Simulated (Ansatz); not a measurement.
Pb: course of a relaxation

Computed with Ansatz 0.2.0, DFT PBEsol, scalar-relativistic, plane waves, PAW. Run with 420 eV cutoff, 18×18×6 k-mesh, Gaussian smearing of 0.10 eV, no spin polarisation.

What was changed: biaxial strain in the a-b plane, c and atoms relaxed: +1.5 %.

Spin–orbit coupling is left out, which can shift energies with elements as heavy as these.

Command:

```bash
ansatz run input.yaml --threads 1 --pin off --max-ram 2560MiB --backend cpu --events-out ev --progress --plain --runs-dir out
```

Input:

```yaml
crystal:
  lattice:
    - [3.5392239256, 0.0, 0.0]
    - [-1.7696119628, 3.0650578292, 0.0]
    - [0.0, 0.0, 11.2859658114]
  atoms:
    - { symbol: Pb, position: [0.0, 0.0, 0.0] }
    - { symbol: Pb, position: [0.3333333333, 0.6666666667, 0.25] }
    - { symbol: Pb, position: [0.0, 0.0, 0.5] }
    - { symbol: Pb, position: [0.6666666667, 0.3333333333, 0.75] }
basis:
  ecutwfc: 420
kpoints:
  mp_grid: { grid: [18, 18, 6] }
hamiltonian:
  xc: pbesol
scf:
  occupations: { method: gaussian, width: 0.1 }
output:
  forces: true
  stress: true
  eigenvalues: true
relax:
  adjacent_minimum: "off"
  f_tol: 0.008
  max_steps: 40
  cell: { stress_tol: 0.015, fix: [a, b, gamma] }
```

F is the free energy. Steps run on the plane waves of an earlier cell, but the last one, and at times one on the way, on a freshly chosen basis, so a repeated geometry can differ a little in energy. The held parts of the cell keep their stress, so P needn't end at zero.

Steps:

```csv
step,F − F(1) (eV),largest force component (eV/Å),V (Å³/atom),P (GPa)
1,0.0000,0.000,30.607,-0.85
2,-0.0001,0.000,30.647,-0.90
3,-0.0001,0.000,30.673,-0.94
4,-0.0001,0.000,30.673,-0.94
```

Relaxed structure:

```
CELL_PARAMETERS angstrom
3.53922 0.00000 0.00000
-1.76961 3.06506 0.00000
0.00000 0.00000 11.31033
ATOMIC_POSITIONS crystal
Pb 0.00000 0.00000 0.00000
Pb 0.33333 0.66667 0.25000
Pb 0.00000 0.00000 0.50000
Pb 0.66667 0.33333 0.75000
```

The structure is hexagonal, space group P6_3/mmc (No. 194). Conventional cell: a = 3.539 Å, b = 3.539 Å, c = 11.310 Å, α = 90.00°, β = 90.00°, γ = 120.00°. Around Pb (site symmetry -3m) lie 12 Pb at 3.49 to 3.54 Å. Pb (site symmetry -6m2) has 12 Pb at 3.49 to 3.54 Å as nearest neighbours.

The run converged. Time: 57 s on 1 thread of Intel(R) Xeon(R) 6975P-C (Granite Rapids) (shared host), peak memory 0.75 GiB.